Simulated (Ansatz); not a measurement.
Starting cell, CeO2 (fluorite):

```
CeO2
1.0
    0.00000     2.73224     2.73224
    2.73224     0.00000     2.73224
    2.73224     2.73224     0.00000
Ce O
1 2
Direct
  0.00000   0.00000   0.00000
  0.25000   0.25000   0.25000
  0.75000   0.75000   0.75000
```

In this cell atom 1 (Ce, nearest neighbour O at 2.366 Å; its periodic images, 3.9 Å or more away, move with it) is moved by s along Cartesian x, unit vector (1.000, 0.000, 0.000); all other atoms and the cell stay fixed.

Method: PBE (plane waves to 420 eV, PAW, scalar-relativistic; Ansatz, an electronic-structure program). k mesh 8×8×8 (Γ-centred), Fermi-Dirac smearing 0.05 eV. Energies are smeared free energies. F∥ is the force on the atom along that direction. CeO2 is run without spin polarisation. CeO2 was relaxed with its symmetry unable to fall. The PAW data are Ansatz's earlier set. The f-shell state is unchecked: a lower one may exist. ΔE is measured from the undisplaced structure.

| s (Å) | ΔE (meV/cell) | F∥ (eV/Å) |
|---|---|---|
| -0.240 | 184.1 | 1.570 |
| -0.192 | ? | 1.238 |
| -0.144 | ? | 0.915 |
| -0.096 | 28.7 | 0.602 |
| -0.048 | ? | 0.298 |
| 0.000 | 0.0 | 0.000 |
| 0.048 | ? | -0.298 |
| 0.096 | 28.7 | -0.602 |
| 0.144 | ? | -0.915 |
| 0.192 | ? | -1.238 |
| 0.240 | 184.1 | -1.570 |

Question: What belongs in the gaps?

Answer: 
- -0.192, ΔE (meV/cell): 116.7
- -0.144, ΔE (meV/cell): 65.1
- -0.048, ΔE (meV/cell): 7.2
- 0.048, ΔE (meV/cell): 7.2
- 0.144, ΔE (meV/cell): 65.1
- 0.192, ΔE (meV/cell): 116.7

(A displaced cell: forces are minus the slopes of the energy, force constants its curvatures, and phonons follow from these.)
